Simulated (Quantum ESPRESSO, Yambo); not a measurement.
**Levels of theory for the gap of CdO2H2 monolayer**

A free-standing CdO2H2 monolayer (symmetry P-3m1, slab cell 17.3 Å high): one geometry, one set of PBEsol (pw.x of Quantum ESPRESSO, ONCV potentials, with spin-orbit coupling) orbitals, self-energies from Yambo (6×6×1 Γ-centred k mesh, bands 9 to 188 and a 6 Ry block in the screening, 188 bands in G with the Bruneval-Gonze terminator, plasmon pole fitted at 27.2 eV, slab-truncated Coulomb interaction, stochastic integration of W near q = 0).

The layer was cut from Materials Project entry mp-625548 and relaxed with PBEsol in a cell 17.3 Å high, with the Coulomb interaction truncated along z.

```tsv
level	gap Γ → Γ (eV)	rough Yambo cost
PBEsol (Quantum ESPRESSO)	2.23	–
exchange only (Hartree-Fock self-energy on PBEsol orbitals)	11.46	about 1/8 (9 states)
G0W0@PBEsol, plasmon pole	5.07	1 (9 states)
```

Bare exchange has no screening and gives the widest gap.

Costs are rough ratios of core time on shared machines.

Nearest settings tried, and what they do to the gap: 126 bands in W, 126 bands in G: +163 meV; 5 Ry block (269 vectors against 343): -16 meV. Not varied: mesh, cell height. So the settings aren't converged at that level.

This is a model layer cut from the bulk structure; whether it is stable on its own was not checked.
